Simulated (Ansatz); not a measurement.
GaN (zinc blende), relaxed with r²SCAN (Ansatz, an electronic-structure program, plane waves, PAW): a = b = c = 4.4979 Å, α = β = γ = 90.00°.

gap (eV): 2.17
ΔH_f (eV/atom): -0.64
B₀ by P(V) fit (GPa): 196
electron conductivity mass (mₑ): 0.17

The same phase is relaxed and computed with LDA in the same code. What are the cell and these values now?

a = b = c = 4.4554 Å, α = β = γ = 90.00°.

- gap (eV) = 1.96
- ΔH_f (eV/atom) = -0.73
- B₀ by P(V) fit (GPa) = 202
- electron conductivity mass (mₑ) = 0.18

All cells were relaxed under the symmetry of their starts (and spin orders); stability against distortions was not tested throughout. Scalar-relativistic: spin–orbit coupling is off unless named, which matters more the heavier the elements.

Potentials: the later of the program's two PAW sets.

Ansatz is a plane-wave DFT program.

Formation energies count from the lowest solids of the elements computed at the same level, not from gases.
